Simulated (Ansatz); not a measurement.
La3InN (anti-perovskite, Pm-3m), DFT-r²SCAN in the program Ansatz with PAW potentials, all energies at zero smearing, with the estimated change up to a 700 eV cutoff added, with one set of potentials and settings (totals compare only within such a set). Cell of 5 atoms (3 La, 1 N, 1 In): -24795.867 eV.

```tsv
element	reference phase	E (eV/atom)
La	P6_3/mmc, 4 atoms in the cell	-6264.6784
N	Pa-3, 8 atoms in the cell	-384.8315
In	I4/mmm, 1 atoms in the cell	-5611.8204
```

Formation energy per atom, worked out: (-24795.867 − 3×(-6264.6784) − 1×(-384.8315) − 1×(-5611.8204))/5 = -1.036 eV/atom (-100 kJ per mol of atoms), at 0 K, without zero-point energy or fitted corrections.

The workflow started from an entry of the Crystallography Open Database (COD). Its standing as an ambient phase is unchecked. The cell was relaxed with r²SCAN under the symmetry of its start; its stability against distortions is not shown here. The references are the lowest solids computed at this level, not always the standard phases (solids in place of the gases). Spin–orbit coupling is left out wherever it is not named.

Potentials: the later of the program's two PAW sets.
